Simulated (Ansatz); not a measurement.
Generalised stacking fault of Na (bcc, W type) on the {211} plane. The cell below holds the perfect crystal with the plane normal along z; tilting its third vector by the shift puts one fault into each cell, between planes 1.71 Å apart, at fixed cell height.

```xyz
6
Lattice="3.6343 0.0000 0.0000 0.0000 5.9348 0.0000 0.0000 0.0000 10.2793" Properties=species:S:1:pos:R:3 pbc="T T T"
Na     0.0000     0.0000     9.4227
Na     2.4229     2.9674     0.8566
Na     1.2114     5.9348     2.5698
Na     0.0000     2.9674     4.2830
Na     2.4229     0.0000     5.9963
Na     1.2114     2.9674     7.7095
```

In-plane vectors a = (3.634, 0.000) Å, b = (0.000, 5.935) Å, area 21.57 Å². The shift is s times the vector a (length 3.634 Å), so s = 1 restores the start. The shift is rigid: no atom relaxes. γ = [E(shift) − E(0)] / area.

All values below come from PBE (plane waves to 420 eV, PAW, scalar-relativistic; Ansatz, an electronic-structure program). k mesh 11×7×4 (Γ-centred), Fermi-Dirac smearing 0.05 eV. Energies are extrapolated to zero smearing. Stress and pressure are positive under compression. With partly filled bands, the k mesh leaves noise in γ, roughly 0.02 J/m² as judged from a few cases. Faults lie only 10.3 Å apart, and holding the cell height and the atoms raises γ above its relaxed value. Na was relaxed with its symmetry unable to fall. γ is measured from zero shift.

Q: Predict the γ (J/m²) and σ normal to the fault (GPa) at s = 0.083, 0.167, 0.333, 0.417, 0.500, 0.583, 0.750, 0.917.

A: 
| s | γ (J/m²) | σ normal to the fault (GPa) |
|---|---|---|
| 0.083 | 0.00 | -0.1 |
| 0.167 | 0.02 | -0.1 |
| 0.333 | 0.05 | 0.1 |
| 0.417 | 0.06 | 0.2 |
| 0.500 | 0.06 | 0.3 |
| 0.583 | 0.06 | 0.3 |
| 0.750 | 0.03 | 0.3 |
| 0.917 | 0.00 | 0.2 |

(The slope of γ gives the shear force per area between the displaced halves; near zero shift its curvature is an elastic stiffness.)
